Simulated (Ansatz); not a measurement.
Relaxed-ion elastic tensor of HfN (rock salt, space group No. 225) in GPa (Voigt order), plane-wave PAW r²SCAN (Ansatz code); density 13.79 g/cm³, 11.59 Å³ per atom.

```
607  119  119  0.0  0.0  0.0
119  607  119  0.0  0.0  0.0
119  119  607  0.0  0.0  0.0
0.0  0.0  0.0  127  0.0  0.0
0.0  0.0  0.0  0.0  127  0.0
0.0  0.0  0.0  0.0  0.0  127
```

Question: Is the crystal mechanically stable?

Answer: Yes: the smallest eigenvalue of C is 127 GPa.

Question: Work out the Voigt, Reuss and Hill averages.

Answer: K_V = 282, K_R = 282, K_H = 282; G_V = 174, G_R = 157, G_H = 166 GPa.

Question: Give Young's modulus, Poisson's ratio, Pugh's ratio and the universal anisotropy index.

Answer: E = 9KG/(3K + G) = 416 GPa; ν = 0.25; K/G = 1.70 (near the Pugh limit of 1.75, no verdict); A_U = 5G_V/G_R + K_V/K_R − 6 = 0.53.

Question: Estimate the sound speeds and the Debye temperature.

Answer: v_l = √((K + 4G/3)/ρ) = 6040 m/s, v_t = √(G/ρ) = 3470 m/s, mean 3850 m/s; Θ = (h/k)(3n/4πV)^(1/3) v_m = 506 K.

Question: Give the Zener ratio and Young's modulus along [100], [110] and [111].

Answer: A = 2C44/(C11 − C12) = 0.52; 1/E = S11 − 2(S11 − S12 − S44/2)Γ with Γ = 0, 1/4, 1/3 gives 568, 370, 332 GPa.

Space group Fm-3m (rock salt). The r²SCAN relaxation kept the symmetry of its start; of distortions, only those at the zone centre were tested. No spin polarisation was allowed. With an odd number of electrons in the cell and no spin polarisation, the count alone makes it a metal. As this level gives no gap, shear constants depend on the k-mesh and smearing (Fermi–Dirac, 0.1 eV here). Spin–orbit coupling is left out wherever it is not named.

Potentials: the earlier of the program's two PAW sets.
